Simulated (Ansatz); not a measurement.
Consider the following.

TiRh:
```yaml
crystal:
  lattice:
    - [2.90017, 0.00000, 0.00000]
    - [0.00000, 2.90017, 0.00000]
    - [0.00000, 0.00000, 3.34246]
  atoms:
    - { symbol: Ti, position: [0.50000, 0.50000, 0.50000] }
    - { symbol: Rh, position: [0.00000, 0.00000, 0.00000] }
```

This is the LDA-relaxed structure. Tensor components refer to the Cartesian frame of this cell.

All from plane-wave PAW LDA (Ansatz code), unless another level is named. Predict the Debye temperature from the elastic constants.

358 K.

Give the highest zone-centre frequency.

202 cm^-1.

Give the elastic constants (relaxed ions, GPa).

C11 = 314, C12 = 158, C13 = 195, C33 = 298, C44 = 60.4, C66 = 51.9.

Space group P4/mmm (L1₀ or tetragonal B2). The first step of the workflow began from a Materials Project structure, measured or hypothetical; the Crystallography Open Database files this formula in space group No. 123, but the cells were not matched. Whether it is the stable phase at ambient conditions was not checked. Symmetry was held in the LDA relaxation; of distortions, only those at the zone centre were tested. No spin polarisation was allowed. As this level gives no gap, shear constants depend on the k-mesh and smearing (Fermi–Dirac, 0.1 eV here). As this level gives no gap, phonon frequencies hold no LO–TO term and depend on the k-mesh and smearing (Fermi–Dirac, 0.1 eV here). On the denser mesh and wider smearing of the elastic run this cell carries a stress of 0.5 GPa.

Potentials: the later of the program's two PAW sets.
